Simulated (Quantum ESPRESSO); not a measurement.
## Band energies of BeSe

```
BeSe
1.0
    0.00000     2.56513     2.56513
    2.56513     0.00000     2.56513
    2.56513     2.56513     0.00000
Be Se
1 1
Cartesian
  0.00000   0.00000   0.00000
  3.84769   3.84769   3.84769
```

PBEsol (pw.x of Quantum ESPRESSO, ONCV potentials, scalar-relativistic); path ΓXWKΓLUWLK,UX; energies in eV from the valence-band maximum.

```
k (1/Å)  point  band 6  band 7  band 8  band 9  band 10  band 11  band 12  band 13
-------  -----  ------  ------  ------  ------  -------  -------  -------  -------
0.00         Γ  -46.79  -13.88    0.00    0.00     0.00     4.28     5.00     5.00
0.33            -46.79  -13.63   -1.30   -0.72    -0.72     4.38     5.83     6.14
0.67            -46.79  -12.98   -3.29   -1.84    -1.84     3.54     5.47     8.45
1.00            -46.79  -12.25   -4.79   -2.55    -2.55     2.69     4.34    10.92
1.22         X  -46.79  -12.05   -5.14   -2.70    -2.70     2.47     4.14    11.78
1.35            -46.79  -12.04   -5.10   -2.79    -2.77     2.69     4.32    11.48
1.71            -46.79  -12.01   -4.58   -3.70    -3.31     5.21     6.54     8.03
1.84         W  -46.79  -12.01   -4.44   -3.89    -3.37     6.03     7.11     7.31
2.05            -46.79  -12.04   -4.61   -4.01    -2.78     4.58     6.90     8.40
2.27         K  -46.79  -12.06   -4.70   -4.11    -2.25     3.64     6.78     9.74
2.37            -46.79  -12.11   -4.64   -4.23    -2.04     3.95     7.97     9.07
2.67            -46.79  -12.51   -4.60   -3.32    -1.26     4.92     7.27     7.64
3.07            -46.79  -13.36   -2.82   -1.53    -0.34     5.10     5.68     6.09
3.37            -46.79  -13.79   -0.76   -0.31    -0.05     4.56     5.11     5.27
3.57         Γ  -46.79  -13.88    0.00    0.00     0.00     4.28     5.00     5.00
3.68            -46.79  -13.86   -0.27   -0.04    -0.04     4.40     5.07     5.07
3.99            -46.79  -13.50   -2.63   -0.46    -0.46     4.48     5.72     5.72
4.31            -46.79  -12.88   -4.86   -0.92    -0.92     4.36     6.01     6.01
4.63         L  -46.79  -12.51   -5.80   -1.09    -1.09     4.30     5.94     5.94
4.95            -46.79  -12.37   -5.51   -2.34    -1.48     4.71     6.40     6.97
5.27            -46.79  -12.11   -4.78   -4.02    -2.10     3.86     7.53     9.18
5.38         U  -46.79  -12.06   -4.70   -4.11    -2.25     3.64     6.78     9.74
5.70            -46.79  -12.02   -4.51   -3.92    -3.18     5.48     7.04     7.64
5.81         W  -46.79  -12.01   -4.44   -3.89    -3.37     6.03     7.11     7.31
5.99            -46.79  -12.06   -4.63   -3.88    -2.90     5.81     6.47     8.14
6.25            -46.79  -12.28   -5.29   -2.90    -1.90     5.41     5.68     8.36
6.51            -46.79  -12.47   -5.71   -1.53    -1.22     4.69     5.79     6.30
6.68         L  -46.79  -12.51   -5.80   -1.09    -1.09     4.30     5.94     5.94
6.76            -46.79  -12.50   -5.78   -1.20    -1.12     4.41     5.90     6.01
7.01            -46.79  -12.36   -5.49   -2.42    -1.50     4.68     6.48     7.04
7.26            -46.79  -12.15   -4.92   -3.79    -2.00     4.00     7.95     8.78
7.43         K  -46.79  -12.06   -4.70   -4.11    -2.25     3.64     6.78     9.74
7.43         U  -46.79  -12.06   -4.70   -4.11    -2.25     3.64     6.78     9.74
7.86         X  -46.79  -12.05   -5.14   -2.70    -2.70     2.47     4.14    11.78
```

The PBEsol gap is indirect, 2.47 eV, from Γ to X; the smallest direct gap is 4.28 eV.

Spin-orbit splittings are left out.

Geometry relaxed with PBEsol.
